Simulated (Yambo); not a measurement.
Yambo run on Cs$_{2}$RbScF$_{6}$ (space group Fm-3m, No. 225). The wavefunctions are PBEsol (pw.x of Quantum ESPRESSO, ONCV potentials, without SOC) ones on a 2×2×2 mesh (40 occupied bands); a = b = c = 6.7310 Å, α = β = γ = 60.00°.

Yambo input:

```
rim_cut
gw0
dyson
el_el_corr
HF_and_locXC
ppa
em1d
RandQpts= 1000000
RandGvec= 1 Ry
EXXRLvcs= 84 Ry
VXCRLvcs= 336 Ry
Chimod= "HARTREE"
% BndsRnXp
 2 | 398 |
%
NGsBlkXp= 8 Ry
% LongDrXp
 1.0 | 1.0 | 1.0 |
%
PPAPntXp= 27.2114 eV
% GbndRnge
 1 | 253 |
%
GTermKind= "none"
DysSolver= "n"
ExtendOut
% QPkrange
 1 | 1 | 40 | 41 |
%
```

k points by index: 1 = Γ.

The o-*.qp file then holds:

```
#    K-point    Band    Eo [eV]    E [eV]    E-Eo [eV]    Vxc [eV]    Vnlxc [eV]    Sc|Eo [eV]    Sc|E [eV]    dSc/dw|Eo [eV]    Re(Z)    Im(Z)
#
    1    40    0.000000    -1.920918    -1.920918    -22.02752    -29.80535    5.373472    5.856912    -6.847761    0.798943    -0.001282
    1    41    6.409213    7.520625    1.111412    -7.902504    -3.788482    -2.866277    -3.002611    -3.337740    0.890741    -0.683293E-3
```
(The two width columns are left out.) Convergence of these settings isn't established.

Geometry of the Materials Project entry, not relaxed at this level.

The structure is a Materials Project entry; no match was found in the copy of COD used, and its stability was not checked.
